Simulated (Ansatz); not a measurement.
AlV₂C:
```cif
data_C2Al2V4
_chemical_formula_sum 'Al2 V4 C2'
_space_group_name_H-M_alt 'P63/mmc'
_space_group_IT_number 194
_space_group_name_Hall '-P 6c 2c'
_cell_length_a 2.88763
_cell_length_b 2.88763
_cell_length_c 13.11702
_cell_angle_alpha 90.000
_cell_angle_beta 90.000
_cell_angle_gamma 120.000
loop_
_atom_site_label
_atom_site_type_symbol
_atom_site_symmetry_multiplicity
_atom_site_Wyckoff_symbol
_atom_site_fract_x
_atom_site_fract_y
_atom_site_fract_z
_atom_site_occupancy
Al1 Al 2 c 0.33333 0.66667 0.25000 1
V1 V 4 f 0.66667 0.33333 0.08551 1
C1 C 2 a 0.00000 0.00000 0.00000 1
```

Relaxed at zero pressure with r²SCAN in the plane-wave PAW code Ansatz.

Question: The volume is lowered by 9 % and shape and atoms relax at that volume. What pressure results, and how do the axes share the change?

Answer: 21.2 GPa; a -3.2 %, b -3.2 %, c -2.9 %; the energy rises by 65 meV/atom.

Question: Give the new structure.

Answer: 
Space group P6₃/mmc (No. 194); a = b = 2.7955 Å, c = 12.7365 Å, α = β = 90.00°, γ = 120.00°

```
atom  site  symmetry       x       y       z
----  ----  --------  ------  ------  ------
Al      2c      -6m2  0.3333  0.6667  0.2500
V       4f       3m.  0.6667  0.3333  0.0887
C       2a      -3m.  0.0000  0.0000  0.0000
```

The phase is kept; no other phase was compared at this pressure.

Space group P6_3/mmc. The cell was relaxed with r²SCAN under the symmetry of its start. No spin polarisation was allowed.

Potentials: the earlier of the program's two PAW sets. The files were generated under PBE; for other functionals the program regenerates the frozen cores, and for LDA and PBEsol the local potential too.
